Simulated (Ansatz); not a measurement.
Computed with Ansatz (plane waves, PAW, 420 eV cutoff): PBEsol, scalar-relativistic, no spin polarisation, Γ-centred 10×10×8 mesh, 0.05 eV Gaussian smearing; PAW files: Ansatz's generated set soft_2.

A crystal of composition XSb, relaxed at this level of theory, gives this pattern between 10° and 80°.

Cu Kα1 powder pattern (kinematic, no thermal factors).
| 2θ (°) | relative intensity |
| --- | --- |
| 23.67 | 2 |
| 24.78 | 42 |
| 34.54 | 100 |
| 43.64 | 35 |
| 48.44 | 9 |
| 50.24 | 2 |
| 50.83 | 6 |
| 55.16 | 10 |
| 56.81 | 24 |
| 67.23 | 19 |
| 69.19 | 5 |
| 72.84 | 4 |
| 74.27 | 22 |

Which lattice and cell does the pattern come from?

Hexagonal, space group P-6m2 (No. 187), a = 4.145 Å, b = 4.145 Å, c = 3.755 Å, α = 90.00°, β = 90.00°, γ = 120.00°. The line positions fix the lattice at most, not the space group, and lines under 1 % of the strongest aren't listed; this is the group of the computed cell.

The calculation on XSb, where X is one element, gave:

```yaml
Band_gap: zero (metallic)
Density_of_states_at_the_Fermi_level: about 0.09 states/(eV·atom) (so small a value isn't resolved on this mesh)
f_electrons_orthogonalised_atomic_orbitals: X 13.99
Formation_energy_from_the_elements_0_K_uncorrected: -0.77 eV/atom
Bulk_modulus_Birch–Murnaghan: 63 GPa
Pressure_derivative_B0′: 3.8
```

Sites: X on 1a, Sb on 1f.

Which element is X?
A. Tm
B. Yb
C. Hf
D. Lu

D. X is Lu, so the compound is LuSb.

This is a trial structure: such lanthanide and actinide compounds mostly take the rock-salt structure.

Spin–orbit coupling, which matters for such heavy elements, is left out.
